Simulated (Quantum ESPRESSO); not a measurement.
TiZr2F4O4, convergence and cost over cutoff and k mesh

Simulated, not a measurement. The program is pw.x of Quantum ESPRESSO 7.5 (plane-wave density functional theory). The cell is made up: 11 atoms on a fluorite lattice with one site empty, with randomly drawn elements, strain and displacements, not relaxed. PseudoDojo standard norm-conserving files (v0.5 for PBE, v0.4.1 for LDA and PBEsol) set the functional; there is no spin polarisation, spin-orbit coupling or dispersion term, and the masses in the input are unused placeholders.

Input of the run in row 4:

```
&control calculation='scf', pseudo_dir='./dojo.nc.sr.pbe.v0_5.standard.upf', outdir='./o', disk_io='low', tprnfor=.true., tstress=.true. /
&system ibrav=0, nat=11, ntyp=4, nbnd=50, ecutwfc=84.00895049, nosym=.true., tot_charge=0,
 occupations='smearing', smearing='fd', degauss=0.0018374661
/
&electrons conv_thr=7.350e-09, electron_maxstep=60, /
ATOMIC_SPECIES
F 1.0 F.upf
O 1.0 O.upf
Ti 1.0 Ti.upf
Zr 1.0 Zr.upf
CELL_PARAMETERS angstrom
4.8707 0.0371 -0.0202
0.0371 4.9642 -0.0353
-0.0202 -0.0353 4.9273
ATOMIC_POSITIONS angstrom
Ti 0.0742 -0.0932 0.0677
Zr 2.2967 0.0401 2.5394
Zr 2.344 2.5201 -0.0716
F 0.9916 1.239 1.1468
F 1.2123 1.1116 3.7375
O 1.1039 3.6936 1.0813
F 1.1539 3.7641 3.6735
O 3.6485 1.296 1.3698
F 3.6875 1.1764 3.5854
O 3.729 3.71 1.1969
O 3.6031 3.7909 3.5963
K_POINTS automatic
5 5 5 1 1 1
```

The same cell was run at these settings. Meshes are shifted by half a step, and differences are from the last row, which is itself not exact.

```
cutoff (eV)     k mesh  k points solved  threshold (eV)  free energy less the last row's (eV)  pressure (GPa)  largest stress difference (GPa)  largest force difference (eV/Å)  iterations  wall time (s)  k-point pools                  processor
        800  2 x 2 x 2                4           1e-04                                 1.527           -3.50                            17.51                            0.101          14             15              4  Intel Xeon, 2023 or later
       1143  2 x 2 x 2                4           1e-07                                -0.147           13.24                             0.60                            0.108          18             29              4  Intel Xeon, 2023 or later
        572  5 x 5 x 5               63           1e-07                                23.802         -103.88                           117.79                            0.393          17             82              4  Intel Xeon, 2023 or later
       1143  5 x 5 x 5               63           1e-07                                 0.003           13.65                             0.03                            0.002          17            223              4  Intel Xeon, 2023 or later
       1467  7 x 7 x 7              172           1e-07                                 0.000           13.68                             0.00                            0.000          18            949              4  Intel Xeon, 2023 or later
```

Each pool is one process. Wall times include start-up and a band step at six k points, which weighs most on the coarsest meshes. The runs were on shared virtual cores whose load varied, so times are rough.